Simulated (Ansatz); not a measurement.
# Band topology of WI$_{2}$O$_{2}$ with spin–orbit coupling — Ansatz, plane waves and PAW

Space group Immm (No. 71), 5 atoms in the cell of the first input below: a = 8.835 Å, b = 8.835 Å, c = 8.835 Å, α = 155.15°, β = 155.14°, γ = 35.44°.

The structure is a measured one, not always of the ambient phase, with its volume kept and shape and atoms relaxed (pressure 1.8 GPa with this functional, without spin–orbit coupling). Functional: PBE.

Input:

```yaml
crystal:
  lattice:
    - [-1.9009699227, 1.9016517326, 8.4160360168]
    - [1.9009699227, -1.9016517326, 8.4160360168]
    - [1.9009699227, 1.9016517326, -8.4160360168]
  atoms:
    - { symbol: W, position: [0.0, 0.0, 0.0] }
    - { symbol: I, position: [0.1611726045, 0.1611726045, 0.0] }
    - { symbol: I, position: [0.8388273955, 0.8388273955, 0.0] }
    - { symbol: O, position: [0.5, 0.0, 0.5] }
    - { symbol: O, position: [0.0, 0.5, 0.5] }
basis:
  ecutwfc: 420
  ecutrho_ratio: 4
kpoints:
  mp_grid: { grid: [8, 8, 8] }
hamiltonian:
  xc: pbe
scf:
  occupations: { method: gaussian, width: 0.05 }
output:
  forces: true
  stress: true
  eigenvalues: true
  populations: true
  topological_invariants: true
magnetization:
  noncollinear: true
  spin_orbit: true
```

```bash
ansatz run input.yaml --threads 8 --pin off --max-ram 15360MiB --backend cpu --events-out ev --progress --plain --runs-dir out
```

Time: 8.9 min on 8 threads of Arm Neoverse V2 (shared host), peak memory 8.6 GiB.

Without spin–orbit coupling the gap on a 10×10×10 mesh is 0.00 eV (the bands touch or overlap there). With it, in a separate run (self-consistent on 10×10×10, bands on 12×12×12), the bands overlap in energy by 0.37 eV (an overlap on a mesh is a lower bound, as the extrema may lie between its points). The indices are those of the lowest 60 bands, and their direct separation from the next band is open.

Odd-parity bands among them at the eight time-reversal-invariant momenta (inversion centre at 0.000 0.000 0.000):

```
          k  odd bands
0.0 0.0 0.0         34
0.0 0.0 0.5         28
0.0 0.5 0.0         32
0.0 0.5 0.5         32
0.5 0.0 0.0         32
0.5 0.0 0.5         32
0.5 0.5 0.0         28
0.5 0.5 0.5         34
```

**Question.** What are the Z2 indices by the rule of Fu and Kane?

**Answer.** Each Kramers pair counts once, so δ = (−1)^(odd bands / 2): −, +, +, +, +, +, +, −. The product of all eight gives ν0, the products over the planes k_i = 1/2 the weak indices: (0;111). The Wilson-loop planes give (0;111).

Caveats: bands overlap in energy, so the bands counted are not the filled states; semilocal functionals can invert narrow gaps falsely; the k-mesh was not tested; the smallest direct separation, 0.047 eV, lies at k = (0.50, 0.50, 0.54), away from the time-reversal-invariant momenta; it has to stay open for the indices to be defined, but with an inversion centre they change only where bands swap parity at a time-reversal-invariant momentum.
